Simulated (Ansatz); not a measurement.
NaF (rock salt, space group No. 225), the program Ansatz at the PBE level (PAW). The conduction-band minimum lies at Γ, with 1 equivalent valley. Second derivatives d²E/dk² of the lowest band at one valley (eV·Å²), along Cartesian directions:

| direction | d²E/dk² |
|---|---|
| [100] | 13.49 |
| [010] | 13.49 |
| [001] | 13.49 |
| [110] | 13.49 |
| [101] | 13.49 |
| [011] | 13.49 |

Problem. Find the principal effective masses, the density-of-states mass and the conductivity mass.

Solution. Off-diagonal terms follow from H_xy = H[110] − (H_xx + H_yy)/2, and m*/mₑ = 7.620 eV·Å² over each eigenvalue: 0.56, 0.56, 0.56. One valley's DOS mass (m₁m₂m₃)^(1/3) = 0.56, conductivity mass 3/(Σ 1/mᵢ) = 0.56 mₑ.

Problem. What effective density of states Nc follows at 300 K for parabolic valleys?

Solution. Nc = 2.509e19 × 1 × (0.56)^(3/2) ≈ 1.1e19 cm⁻³.

Problem. With the computed static dielectric constant 5.64 (mean of the diagonal), estimate a hydrogenic donor's binding energy and radius.

Solution. E = 13.606 eV × 0.56/5.64² ≈ 240 meV; a = 0.529 Å × ε/m* ≈ 5.3 Å. Semilocal masses tend to be too small where the gap is.

Problem. With ε∞ = 1.86 and ω_LO = 389 cm⁻¹, what Fröhlich coupling constant follows?

Solution. α = (1/ε∞ − 1/ε0) √(m* × 13.606 eV/ħω_LO) = 4.5.

Space group Fm-3m (rock salt). The PBE relaxation kept the symmetry of its start; phonons on a q-mesh show no instability.

Potentials: the later of the program's two PAW sets.
